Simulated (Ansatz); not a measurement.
Rb:
```
Rb
1.0
   -2.83545     2.83545     2.83545
    2.83545    -2.83545     2.83545
    2.83545     2.83545    -2.83545
Rb
1
Cartesian
  0.00000   0.00000   0.00000
```

Relaxed with PBE. Special points in fractions of this cell's reciprocal vectors: Γ (0.000, 0.000, 0.000); H (0.500, -0.500, 0.500); N (0.000, 0.000, 0.500); P (0.250, 0.250, 0.250).

List the band energies nearest the Fermi level at these points for the program Ansatz at the PBE level (PAW).

In eV from the Fermi level; about four levels below and three above (degenerate sets whole), none deeper than 8.9 eV; points with the same levels are listed once.

```
k  below                     above
-  -----  ------------------------
Γ  -1.97            3.67 3.67 3.67
H      –  1.26 1.26 3.24 3.24 3.24
N      –            0.24 0.78 2.58
P      –            1.29 1.29 1.29
```

Space group Im-3m (bcc (W type)). The cell was relaxed with PBE under the symmetry of its start. Scalar-relativistic: spin–orbit coupling is off unless named, which matters more the heavier the elements.

Potentials: the later of the program's two PAW sets.
